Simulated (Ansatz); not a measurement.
A geometry of Ge2Sb2Te5 away from equilibrium: step 6 of the relaxation of a relaxed Ge2Sb2Te5 cell shaken by Gaussian noise of σ = 0.08 Å a coordinate. Computed with PBE (plane waves to 420 eV, PAW, scalar-relativistic; Ansatz, a first-principles code). Γ-centred k-mesh 4×4×4 on the run's cell (coarser than for final values), Fermi–Dirac smearing 0.05 eV. The plane waves were selected for a different cell earlier on the path.

```xyz
9
Lattice="3.5265 2.0174 9.3091 -3.7863 2.0713 9.3982 -0.0833 -4.3211 9.4059" Properties=species:S:1:pos:R:3 pbc="T T T"
Ge     0.5238     0.5982    -0.0300
Ge    -0.2575    -0.1715    14.5240
Sb    -0.1564    -0.2299    25.5597
Sb    -0.0891    -0.0190     2.4700
Te    -3.1860    -0.0975    14.0068
Te     1.2619    -2.7350    13.9661
Te     1.1665     2.3323    13.8365
Te    -0.2075    -0.1397     6.6613
Te    -0.4547    -0.3202    21.2241
```

**Question.** Give the Cartesian forces on all atoms (eV/Å).

**Answer.** 
| atom | Fx | Fy | Fz |
|---|---|---|---|
| Ge1 | 0.26 | 0.24 | -0.15 |
| Ge2 | 0.00 | 0.07 | 0.55 |
| Sb3 | 0.02 | 0.01 | 0.23 |
| Sb4 | -0.04 | -0.17 | -0.09 |
| Te5 | 0.29 | -0.16 | -0.12 |
| Te6 | -0.13 | 0.24 | -0.26 |
| Te7 | -0.27 | -0.17 | -0.06 |
| Te8 | -0.03 | -0.02 | 0.01 |
| Te9 | -0.07 | -0.03 | -0.11 |

The path ends in P1 (No. 1). The relaxed cell holds bonded Te–Te pairs (2.91 Å). No spin polarisation in the result.

The end of the path is a generated cell of Ge2Sb2Te5: the first start was made by a random draw of sites in a space group, and the end was not matched to a known phase here, so it may be hypothetical. Known forms of Ge2Sb2Te5 include space group No. 164.
